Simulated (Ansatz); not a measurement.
ScMo3C:
```
ScMo3C
1.0
    4.21663     0.00000     0.00000
    0.00000     4.21663     0.00000
    0.00000     0.00000     4.21663
Sc Mo C
1 3 1
Direct
  0.00000   0.00000   0.00000
  0.00000   0.50000   0.50000
  0.50000   0.00000   0.50000
  0.50000   0.50000   0.00000
  0.50000   0.50000   0.50000
```

Relaxed with r²SCAN.

Map the valence electron density (e/Å³), cut off at 2 on the plane through (0.000, 0.000, 0.000) spanned by u = [1, 0, 0] and v = [0, 1, 1] in lattice vectors, from DFT-r²SCAN in the program Ansatz with PAW potentials.

x is the fraction of u, y of v (the angle between them is 90°; rows are the nearest grid lines); atoms in the plane: Sc at (0.00, 0.00), Mo at (0.00, 0.50), C at (0.50, 0.50).
```
|@@@@=            =@@@@|
|@@@@=            =@@@@|
|@@@-.            .-@@@|
|+=:.              .:=+|
|..                  ..|
|                      |
|                      |
|.        ....        .|
|::..   ........   ..::|
|@@@*:..:-=++=-:..:*@@@|
|@@@@=::-+*##*+-::=@@@@|
|@@@@#-:=*%%%%*=:-#@@@@|
|@@@@#-:=*%%%%*=:-#@@@@|
|@@@@=::-+*##*+-::=@@@@|
|@@@*:..:-=++=-:..:*@@@|
|::..   ........   ..::|
|.        ....        .|
|                      |
|                      |
|..                  ..|
|+=:.              .:=+|
|@@@-.            .-@@@|
|@@@@=            =@@@@|
|@@@@=            =@@@@|
```
Scale: ten equal steps from 0.136 (start of ' ') to 2.00 (end of '@'), in the order ' .:-=+*#%@'; x runs from 0.000 to 1.00, y from 0.000 (bottom) to 1.00 (top).

The density is the valence pseudo-density with augmentation charge, so density and ELF within about 1 Å of a nucleus are not all-electron values.

Space group Pm-3m (anti-perovskite). The start of the workflow was typed in or built on a structure type; neither database checked (COD, Materials Project) lists it. Its standing as an ambient phase is unchecked. The r²SCAN relaxation kept the symmetry of its start; its stability against distortions is not shown here. No spin polarisation was allowed.

Potentials: the later of the program's two PAW sets.
